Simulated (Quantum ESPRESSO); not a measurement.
# Si3O4FN: finding a planted mistake in a log

Computed values, not a measurement. The program is pw.x of Quantum ESPRESSO 7.5 (plane-wave density functional theory). The cell is made up: 9 atoms on a quartz lattice, with randomly drawn elements, strain and displacements, not relaxed. PseudoDojo standard norm-conserving files (v0.5 for PBE, v0.4.1 for LDA and PBEsol) set the functional; there is no spin polarisation, spin-orbit coupling or dispersion term, and the masses in the input are unused placeholders.

Intended input:

```
&control calculation='scf', pseudo_dir='./dojo.nc.sr.pbe.v0_5.standard.upf', outdir='./o', disk_io='medium', tprnfor=.true., tstress=.true. /
&system ibrav=0, nat=9, ntyp=4, nbnd=30, ecutwfc=84.00895049, nosym=.true., tot_charge=0,
 occupations='smearing', smearing='fd', degauss=0.0018374661
/
&electrons conv_thr=7.350e-09, electron_maxstep=60, /
ATOMIC_SPECIES
F 1.0 F.upf
N 1.0 N.upf
O 1.0 O.upf
Si 1.0 Si.upf
CELL_PARAMETERS angstrom
5.1379 0.0 0.0
-2.5689 4.4495 0.0
0.0 0.0 5.6394
ATOMIC_POSITIONS angstrom
Si 2.3745 -0.0453 3.8214
Si -1.2752 2.0325 1.8872
Si 1.3572 2.344 -0.0689
O 1.4286 1.1334 4.4285
F 3.4084 0.6843 2.5052
O 2.8751 2.557 0.6699
O 0.3136 1.7793 1.2128
O -1.1518 3.287 3.0841
N 0.8111 3.8174 4.9835
K_POINTS automatic
5 5 4 1 1 1
```

The log is shortened where brackets say so; the opening notice, blank lines, dates and the lines on written files are dropped, and the path of the files is cut. It prints rydbergs, bohrs and kilobars, and counts compression as positive stress. Where no state is partly filled, the Fermi energy that it prints is only some level between the filled and the empty states on the mesh, and need not lie in the true gap.

Log of the intended run:

```
     Program PWSCF v.7.5
     Parallel version (MPI & OpenMP), running on       1 processor cores
     Number of MPI processes:                 1
     Threads/MPI process:                     1
     [start-up lines left out]
     bravais-lattice index     =            0
     lattice parameter (alat)  =       9.7092  a.u.
     unit-cell volume          =     870.0142 (a.u.)^3
     number of atoms/cell      =            9
     number of atomic types    =            4
     number of electrons       =        48.00
     number of Kohn-Sham states=           30
     kinetic-energy cutoff     =      84.0090  Ry
     charge density cutoff     =     336.0358  Ry
     scf convergence threshold =      7.3E-09
     mixing beta               =       0.7000
     number of iterations used =            8  plain     mixing
     Exchange-correlation= PBE
                           (   1   4   3   4   0   0   0)
     [axes and pseudopotential details left out]
   Cartesian axes
     site n.     atom                  positions (alat units)
         1        Si     tau(   1) = (   0.4621538  -0.0088168   0.7437669  )
         2        Si     tau(   2) = (  -0.2481948   0.3955896   0.3673096  )
         3        Si     tau(   3) = (   0.2641546   0.4562175  -0.0134101  )
         4        O      tau(   4) = (   0.2780513   0.2205960   0.8619280  )
         5        F      tau(   5) = (   0.6633839   0.1331867   0.4875922  )
         6        O      tau(   6) = (   0.5595866   0.4976741   0.1303840  )
         7        O      tau(   7) = (   0.0610366   0.3463088   0.2360497  )
         8        O      tau(   8) = (  -0.2241772   0.6397555   0.6002647  )
         9        N      tau(   9) = (   0.1578661   0.7429884   0.9699488  )
     number of k points=    50  Fermi-Dirac smearing, width (Ry)=  0.0018
                       cart. coord. in units 2pi/alat
        k(    1) = (   0.1000000   0.1732060   0.1138840), wk =   0.0400000
        k(    2) = (   0.1000000   0.1732060   0.3416520), wk =   0.0400000
     [further k points left out]
     Dense  grid:    90447 G-vectors     FFT dimensions: (  60,  60,  64)
     Estimated max dynamical RAM per process >     115.63 MB
     Initial potential from superposition of free atoms
     starting charge      47.9981, renormalised to      48.0000
     Starting wfcs are   36 randomized atomic wfcs
     total cpu time spent up to now is       14.6 secs
     per-process dynamical memory:    70.7 Mb
     Self-consistent Calculation
     iteration #  1     ecut=    84.01 Ry     beta= 0.70
     Davidson diagonalization with overlap
     ethr =  1.00E-02,  avg # of iterations =  3.0
     total cpu time spent up to now is       45.2 secs
     total energy              =    -227.18532688 Ry
     estimated scf accuracy    <       2.60903766 Ry
     iteration #  2     ecut=    84.01 Ry     beta= 0.70
     Davidson diagonalization with overlap
     ethr =  5.44E-03,  avg # of iterations =  3.1
     total cpu time spent up to now is       71.7 secs
     total energy              =    -227.75693228 Ry
     estimated scf accuracy    <       2.69097163 Ry
     [iterations 3 to 10 left out]
     iteration # 11     ecut=    84.01 Ry     beta= 0.70
     Davidson diagonalization with overlap
     ethr =  2.24E-09,  avg # of iterations =  2.2
     total cpu time spent up to now is      311.9 secs
     total energy              =    -228.31597100 Ry
     estimated scf accuracy    <       0.00000003 Ry
     iteration # 12     ecut=    84.01 Ry     beta= 0.70
     Davidson diagonalization with overlap
     ethr =  5.31E-11,  avg # of iterations =  3.4
     total cpu time spent up to now is      333.9 secs
     End of self-consistent calculation
     [lines on levels left out]
     the Fermi energy is     4.4838 ev
!    total energy              =    -228.31597101 Ry
     estimated scf accuracy    <          3.0E-09 Ry
     smearing contrib. (-TS)   =       0.00000000 Ry
     internal energy E=F+TS    =    -228.31597101 Ry
     The total energy is F=E-TS. E is the sum of the following terms:
     one-electron contribution =    -116.31936168 Ry
     hartree contribution      =      82.02900148 Ry
     xc contribution           =     -60.42563811 Ry
     ewald contribution        =    -133.59997270 Ry
     convergence has been achieved in  12 iterations
     Forces acting on atoms (cartesian axes, Ry/au):
     atom    1 type  4   force =    -0.03009728   -0.09665007    0.15540059
     atom    2 type  4   force =     0.17082640    0.25818068   -0.15411431
     atom    3 type  4   force =    -0.04549524    0.04161443    0.02661691
     atom    4 type  3   force =     0.01712787    0.01239864   -0.03145219
     atom    5 type  1   force =    -0.03850885   -0.09810547    0.04325556
     atom    6 type  3   force =    -0.01229021   -0.04923459    0.04830315
     atom    7 type  3   force =    -0.06270534    0.01158920    0.02383515
     atom    8 type  3   force =    -0.01226906   -0.06548230   -0.08643409
     atom    9 type  2   force =     0.01341170   -0.01431051   -0.02541076
     Total force =     0.442034     Total SCF correction =     0.000086
     Computing stress (Cartesian axis) and pressure
          total   stress  (Ry/bohr**3)                   (kbar)     P=      -81.52
  -0.00075905   0.00014998   0.00003581         -111.66       22.06        5.27
   0.00014998  -0.00021038  -0.00039396           22.06      -30.95      -57.95
   0.00003581  -0.00039396  -0.00069309            5.27      -57.95     -101.96
     init_run     :     13.58s CPU     14.44s WALL (       1 calls)
     electrons    :    306.10s CPU    319.37s WALL (       1 calls)
     forces       :      3.77s CPU      3.84s WALL (       1 calls)
     stress       :     14.45s CPU     14.52s WALL (       1 calls)
     [timing details left out]
     PWSCF        :   5m38.11s CPU   5m52.66s WALL
     JOB DONE.
```

A second run was made from an input with one planted mistake. Its log:

```
     Program PWSCF v.7.5
     Parallel version (MPI & OpenMP), running on       4 processor cores
     Number of MPI processes:                 4
     Threads/MPI process:                     1
     [start-up lines left out]
     bravais-lattice index     =            0
     lattice parameter (alat)  =       9.7092  a.u.
     unit-cell volume          =     870.0142 (a.u.)^3
     number of atoms/cell      =            9
     number of atomic types    =            4
     number of electrons       =        48.00
     number of Kohn-Sham states=           30
     kinetic-energy cutoff     =      84.0090  Ry
     charge density cutoff     =     336.0358  Ry
     scf convergence threshold =      7.3E-09
     mixing beta               =       0.7000
     number of iterations used =            8  plain     mixing
     Exchange-correlation= PBE
                           (   1   4   3   4   0   0   0)
     [axes and pseudopotential details left out]
   Cartesian axes
     site n.     atom                  positions (alat units)
         1        Si     tau(   1) = (   0.4621538  -0.0088168   0.7437669  )
         2        Si     tau(   2) = (  -0.2481948   0.3955896   0.3673096  )
         3        Si     tau(   3) = (   0.2641546   0.4562175  -0.0134101  )
         4        N      tau(   4) = (   0.2780513   0.2205960   0.8619280  )
         5        F      tau(   5) = (   0.6633839   0.1331867   0.4875922  )
         6        O      tau(   6) = (   0.5595866   0.4976741   0.1303840  )
         7        O      tau(   7) = (   0.0610366   0.3463088   0.2360497  )
         8        O      tau(   8) = (  -0.2241772   0.6397555   0.6002647  )
         9        O      tau(   9) = (   0.1578661   0.7429884   0.9699488  )
     number of k points=    50  Fermi-Dirac smearing, width (Ry)=  0.0018
                       cart. coord. in units 2pi/alat
        k(    1) = (   0.1000000   0.1732060   0.1138840), wk =   0.0400000
        k(    2) = (   0.1000000   0.1732060   0.3416520), wk =   0.0400000
     [further k points left out]
     Dense  grid:    90447 G-vectors     FFT dimensions: (  60,  60,  64)
     Estimated max dynamical RAM per process >     182.96 MB
     Estimated total dynamical RAM >     665.59 MB
     Initial potential from superposition of free atoms
     starting charge      47.9981, renormalised to      48.0000
     Starting wfcs are   36 randomized atomic wfcs
     total cpu time spent up to now is        3.1 secs
     per-process dynamical memory:   141.8 Mb
     Self-consistent Calculation
     iteration #  1     ecut=    84.01 Ry     beta= 0.70
     Davidson diagonalization with overlap
     ethr =  1.00E-02,  avg # of iterations =  3.0
     total cpu time spent up to now is        9.3 secs
     total energy              =    -227.16902583 Ry
     estimated scf accuracy    <       2.63185822 Ry
     iteration #  2     ecut=    84.01 Ry     beta= 0.70
     Davidson diagonalization with overlap
     ethr =  5.48E-03,  avg # of iterations =  3.0
     total cpu time spent up to now is       15.2 secs
     total energy              =    -227.74534046 Ry
     estimated scf accuracy    <       2.73118947 Ry
     [iterations 3 to 10 left out]
     iteration # 11     ecut=    84.01 Ry     beta= 0.70
     Davidson diagonalization with overlap
     ethr =  2.37E-09,  avg # of iterations =  2.0
     total cpu time spent up to now is       64.4 secs
     total energy              =    -228.31075638 Ry
     estimated scf accuracy    <       0.00000002 Ry
     iteration # 12     ecut=    84.01 Ry     beta= 0.70
     Davidson diagonalization with overlap
     ethr =  3.18E-11,  avg # of iterations =  4.2
     total cpu time spent up to now is       70.6 secs
     End of self-consistent calculation
     [lines on levels left out]
     the Fermi energy is     4.5357 ev
!    total energy              =    -228.31075638 Ry
     estimated scf accuracy    <          5.2E-09 Ry
     smearing contrib. (-TS)   =       0.00000000 Ry
     internal energy E=F+TS    =    -228.31075638 Ry
     The total energy is F=E-TS. E is the sum of the following terms:
     one-electron contribution =    -116.19741741 Ry
     hartree contribution      =      82.00708171 Ry
     xc contribution           =     -60.43070362 Ry
     ewald contribution        =    -133.68971706 Ry
     convergence has been achieved in  12 iterations
     Forces acting on atoms (cartesian axes, Ry/au):
     atom    1 type  4   force =    -0.10921955   -0.01223451    0.12918733
     atom    2 type  4   force =     0.16410373    0.25834916   -0.12948159
     atom    3 type  4   force =    -0.01539915   -0.06614254    0.00315566
     atom    4 type  2   force =     0.01587029    0.03055253   -0.02334958
     atom    5 type  1   force =    -0.01498367   -0.12201855    0.03553233
     atom    6 type  3   force =    -0.00936861   -0.01978411    0.05943753
     atom    7 type  3   force =    -0.07506152    0.04216254    0.01722854
     atom    8 type  3   force =     0.02041272   -0.08135812   -0.07454868
     atom    9 type  3   force =     0.02364577   -0.02952642   -0.01716153
     Total force =     0.433561     Total SCF correction =     0.000114
     Computing stress (Cartesian axis) and pressure
          total   stress  (Ry/bohr**3)                   (kbar)     P=      -76.98
  -0.00081644   0.00013950  -0.00004979         -120.10       20.52       -7.32
   0.00013950  -0.00012976  -0.00023761           20.52      -19.09      -34.95
  -0.00004979  -0.00023761  -0.00062369           -7.32      -34.95      -91.75
     init_run     :      2.94s CPU      3.07s WALL (       1 calls)
     electrons    :     67.04s CPU     67.53s WALL (       1 calls)
     forces       :      0.89s CPU      0.92s WALL (       1 calls)
     stress       :      3.14s CPU      3.14s WALL (       1 calls)
     [timing details left out]
     PWSCF        :   1m14.13s CPU   1m14.81s WALL
     JOB DONE.
```

Question: what was wrong in the second input?

Answer: two atoms have their elements exchanged. The input lines that differ, file-writing options aside:

```
- O 1.4286 1.1334 4.4285
+ N 1.4286 1.1334 4.4285
- N 0.8111 3.8174 4.9835
+ O 0.8111 3.8174 4.9835
```

|  | intended run | run with the mistake |
| --- | --- | --- |
| free energy (eV) | -3106.397 | -3106.326 |
| smearing term -TS (eV) | 0.0000 | 0.0000 |
| pressure (GPa) | -8.15 | -7.70 |
| largest force component (eV/Å) | 6.638 | 6.642 |
| largest change of a force component (eV/Å) |  | 2.771 |
| iterations | 12 | 12 |

For scale, a rerun of the intended cell at 1437 eV and a 7 x 7 x 6 mesh moved values by no more than 0.002 eV in energy, 0.02 GPa in stress and 0.002 eV/Å in force.